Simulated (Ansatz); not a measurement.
CaB6 (space group Pm-3m)

```yaml
crystal:
  lattice:
    - [4.13683, 0.00000, 0.00000]
    - [0.00000, 4.13683, 0.00000]
    - [0.00000, 0.00000, 4.13683]
  atoms:
    - { symbol: Ca, position: [0.00000, 0.00000, 0.00000] }
    - { symbol: B, position: [0.20192, 0.50000, 0.50000] }
    - { symbol: B, position: [0.79808, 0.50000, 0.50000] }
    - { symbol: B, position: [0.50000, 0.20192, 0.50000] }
    - { symbol: B, position: [0.50000, 0.79808, 0.50000] }
    - { symbol: B, position: [0.50000, 0.50000, 0.20192] }
    - { symbol: B, position: [0.50000, 0.50000, 0.79808] }
```

The slice is a {110} plane (indices of the conventional cell) through the point (0.500, 0.798, 0.500) (fractional), spanned by u = [100] and v = [011] in vectors of this cell: u (4.14 Å) and v (5.85 Å, at 90° to u). It covers one period; positions are fractions (u, v).

These are r2SCAN (plane waves to 500 eV, PAW, scalar-relativistic; Ansatz, an electronic-structure program) values and carry that method's errors. k mesh 8×8×8. Near the nuclei the fields are pseudised (PAW); where an atom keeps semicore shells as valence, they peak there. CaB6 was relaxed with its symmetry unable to fall.

**Question.** The ELF has a maximum in the middle third of the B–B line. Where, and how high?

**Answer.** 0.78, 0.9 Å from B.

**Question.** What is the valence density on the shortest B–B line in this plane (1.74 Å), at its midpoint?

**Answer.** 0.83 e/Å³.

**Question.** Sketch the electron localisation function (ELF) on this plane as a map.

**Answer.** 
```
|xx--%%@@##++++++++++##@@%%--|
|##%%@@@@%%****##****%%@@@@%%|
|@@@@@@@@%%**##%%##**%%@@@@@@|
|##%%@@@@%%****##****%%@@@@%%|
|xx::%%@@##++++++++++##@@%%::|
|xxxx++##**==------==**##++xx|
|..::++**==::......::==**++::|
|######++--..      ..--++####|
|@@@@##++..          ..++##@@|
|%%##**--              --**##|
|++++--..    ::--::    ..--++|
|----::    ::**##**::    ::--|
|--::..    ::##%%##::    ..::|
|----::    ..**##**..    ::--|
|++++--..    ::--::    ..--++|
|%%##**--              --**##|
|@@@@##++::          ::++##@@|
|######++--..      ..--++####|
|xx::++**==::......::==**++::|
|xxxx++##**==------==**##++xx|
```
Scale: ten equal steps from 0.01 (start of ' ') to 0.82 (end of '@'), in the order ' .:-=+*#%@'. Values: electron localisation function (ELF). The map has 14 points along u (two characters each, u = 0 at the left) and 20 along v (v = 0 in the bottom row). Points within 0.3 Å of a nucleus are blanked (x), as the pseudised field means little there.
